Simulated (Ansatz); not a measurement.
Space group R-3m:H (No. 166). a = 3.783 Å, b = 3.783 Å, c = 10.114 Å, α = 90.00°, β = 90.00°, γ = 120.00°
```
atom site symmetry x y z
  As    6c        3m  0.0000  0.0000  0.7697
```

Equation of state of this As structure (not necessarily the ground state), with shape and atoms relaxed at each volume where symmetry leaves them free. It has no gap at any of these volumes. Computed with Ansatz 0.2.0, DFT PBE+D3(BJ), scalar-relativistic, plane waves, PAW.

Plane waves to 420 eV, a k mesh through Γ of 15×15×15 on the computed 2-atom cell and Gaussian smearing (0.10 eV); no spin polarisation.

```csv
V (Å³/atom),E − E(largest V) (meV/atom),P (GPa)
18.384,39.09,9.38
19.011,8.55,6.30
19.637,-11.02,3.74
20.264,-21.47,1.66
20.891,-24.61,0.01
21.517,-21.90,-1.34
22.144,-14.61,-2.38
22.980,0.00,-3.18
```

**Question.** Fit a third-order Birch–Murnaghan equation to E(V).

**Answer.** V0 = 20.90 Å³/atom, B0 = 49 GPa, B0' = 6.8.